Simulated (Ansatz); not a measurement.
Al2BN3 as one 6-atom ordering (P3m1) on the zincblende lattice at its r2SCAN geometry, run in Ansatz 0.2.0 at 2 levels of theory. Values at 0 K without nuclear motion; spin polarisation is off, and the phase may be a hypothetical one.

The r2SCAN input:
```yaml
crystal:
  lattice:
    - [2.94139416, 0.0, 0.0]
    - [-1.47069708, 2.5473220652, 0.0]
    - [0.0, 0.0, 7.1800449146]
  atoms:
    - { symbol: B, position: [0.0, 0.0, 0.012544988] }
    - { symbol: Al, position: [0.6666666667, 0.3333333333, 0.6766337789] }
    - { symbol: Al, position: [0.3333333333, 0.6666666667, 0.3196956648] }
    - { symbol: "N", position: [0.6666666667, 0.3333333333, 0.9382271751] }
    - { symbol: "N", position: [0.3333333333, 0.6666666667, 0.5789656845] }
    - { symbol: "N", position: [0.0, 0.0, 0.2239327086] }
kpoints:
  mp_grid: { grid: [12, 12, 4] }
  band_path:
    path:
      - [0.0, 0.0, 0.0]
      - [0.5, 0.0, 0.0]
      - [0.3333333333, 0.3333333333, 0.0]
      - [0.0, 0.0, 0.5]
      - [0.5, 0.0, 0.5]
      - [0.3333333333, 0.3333333333, 0.5]
      - [0.0, 0.5, 0.0]
    npoints: 1
hamiltonian:
  xc: r2scan
scf:
  occupations: { method: fixed }
  n_extra_bands: 5
output:
  forces: true
  stress: true
  eigenvalues: true
```

Main results, then, where recorded, the levels near the gap in eV from the Fermi energy (columns number the bands from 0), one row a point of the path (Γ, M, K, A, L, H, M):
```
Crystal: 6 atoms, lattice volume = 53.798 Å³
Symmetry: 6 space group operations
Space group: P3m1 (ITA 156)
```
```
Basis set: ecut = 500 eV, 1383 PW (Γ)
k-points: 69 of 576 (time reversal used)
SCF 1 converged in 8 iterations: F = -2399.070437 eV  dr2 = 2.60e-8
Free energy (F): -2399.070437 eV
Fermi energy:    7.850194 eV
--- Forces (eV/Å), atoms counted from 1 ---
  atom   1  B       0.00000      0.00000      0.00234
  atom   2  Al      0.00000      0.00000    -0.00080
  atom   3  Al      0.00000      0.00000      0.00109
  atom   4  N       0.00000      0.00000      0.00124
  atom   5  N       0.00000      0.00000      0.00031
  atom   6  N       0.00000      0.00000    -0.00352
--- Stress (GPa, compression-positive) ---
       -0.004642       0.000000       0.000000
        0.000000      -0.004642       0.000000
        0.000000       0.000000       0.004299
  P = ⅓ Tr σ = -0.0017 GPa (-0.017 kbar)
```
```tsv
band_8	band_9	band_10	band_11	band_12	band_13	band_14
-0.586	-0.405	0.000	0.000	4.964	6.689	8.797
-2.643	-1.684	-1.574	-1.044	3.672	6.912	8.067
-4.219	-2.870	-1.802	-1.207	6.231	6.332	7.826
-0.551	-0.551	-0.035	-0.035	5.406	6.861	8.417
-3.205	-1.840	-1.044	-0.799	5.049	5.221	7.756
-3.655	-3.296	-2.670	-1.750	6.692	7.081	8.890
-2.643	-1.684	-1.574	-1.044	3.672	6.912	8.067
```

With r2SCAN the valence top lies at Γ and the conduction bottom at M, 3.67 eV higher; the smallest vertical gap, at M, is 4.72 eV.

PBE0. Against the first input these blocks differ (the band path and keys that only write files left aside):
```yaml
kpoints:
  mp_grid: { grid: [6, 6, 2] }
hamiltonian:
  xc: pbe0
```

```
Basis set: ecut = 420 eV, 1031 PW (Γ)
k-points: 14 of 72 (time reversal used)
SCF 1 stopped early in 3 iterations: F = -2388.893333 eV  dr2 = 7.07e-4
SCF 2 stopped early in 7 iterations: F = -2390.462354 eV  dr2 = 1.26e-6
hybrid outer 1: dexx = +1.212e-2 eV, tail = 1.59e-5 eV
SCF 3 converged in 4 iterations: F = -2390.462364 eV  dr2 = 1.25e-9
hybrid outer 2: dexx = +2.080e-7 eV, tail = 7.02e-9 eV, Δε = 1.41e-3 eV, ΔF = 2.99e-3 eV/Å
Free energy (F): -2390.462364 eV
Fermi energy:    6.846733 eV
--- Forces (eV/Å), atoms counted from 1 ---
  atom   1  B       0.00000      0.00000    -0.08914
  atom   2  Al      0.00000      0.00000      0.02037
  atom   3  Al      0.00000      0.00000    -0.02078
  atom   4  N       0.00000      0.00000      0.15511
  atom   5  N       0.00000      0.00000      0.00139
  atom   6  N       0.00000      0.00000    -0.06687
--- Stress (GPa, compression-positive) ---
       -1.916092       0.000000       0.000000
        0.000000      -1.916092       0.000000
        0.000000       0.000000      -1.323151
  P = ⅓ Tr σ = -1.7184 GPa (-17.184 kbar)
```
```tsv
band_8	band_9	band_10	band_11	band_12	band_13	band_14
-0.679	-0.496	0.000	0.000	6.540	8.273	10.284
-2.809	-1.906	-1.724	-1.138	5.034	8.516	9.548
-4.537	-3.046	-1.924	-1.385	7.663	7.754	9.301
-0.642	-0.642	-0.036	-0.036	7.030	8.404	9.908
-3.390	-2.009	-1.183	-0.880	6.445	6.709	9.287
-3.869	-3.547	-2.845	-1.974	8.146	8.523	10.438
-2.809	-1.906	-1.724	-1.138	5.034	8.516	9.548
```

With PBE0 the valence top lies at Γ and the conduction bottom at M, 5.03 eV higher; the smallest vertical gap, at M, is 6.17 eV. The mean pressure at these positions is -1.7 GPa, compression counted positive. The stress of a hybrid is loosely converged here.

The hybrids run on coarser meshes, which limits their stresses and small splittings of levels.

Totals of different functionals can't be compared.

The meshes of the hybrids are coarse, so their gaps aren't converged to the digits shown.
